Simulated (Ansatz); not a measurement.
**NaGa2F3: rattling a relaxed structure**

It was reached by relaxing an invented guess, and it needn't be the stable form of this composition.

All numbers below come from Ansatz 0.2.0, DFT PBE, scalar-relativistic, plane waves, PAW. Settings: cutoff 420 eV, Γ-centred mesh 6×6×6 on the computed 6-atom cell, Gaussian smearing of 0.02 eV; no spin polarisation.

The cell below (6 atoms, space group R-3m (No. 166)) is relaxed within its symmetry.

```
Na Ga F
1.0
     2.98315    1.72232    3.47033
    -2.98315    1.72232    3.47033
     0.00000   -3.44464    3.47033
Na Ga F
1 2 3
Direct
  0.00000 0.00000 0.00000
  0.70361 0.70361 0.70361
  0.29639 0.29639 0.29639
  0.00000 0.50000 0.00000
  0.50000 0.00000 0.00000
  0.00000 0.00000 0.50000
```

For the test a repeat of it with 12 atoms (edges 4.89, 4.89, 9.75 Å) was strained at random (σ = 1.5 % a component), the atoms were moved at random (σ = 0.10 Å), and all was relaxed again on a coarse 4×4×4 mesh (in the run’s order of axes) with 0.10 eV smearing, with no symmetry imposed.

Question: What happens?

Answer: It returns, within 1 meV/atom of the unmoved cell on that mesh and with the same symmetry when read at 0.1 Å (C2/m at 0.01 Å, so small strains and shifts remain). No instability shows in this cell; modes of other wave vectors, which need another repeat, aren't tested.
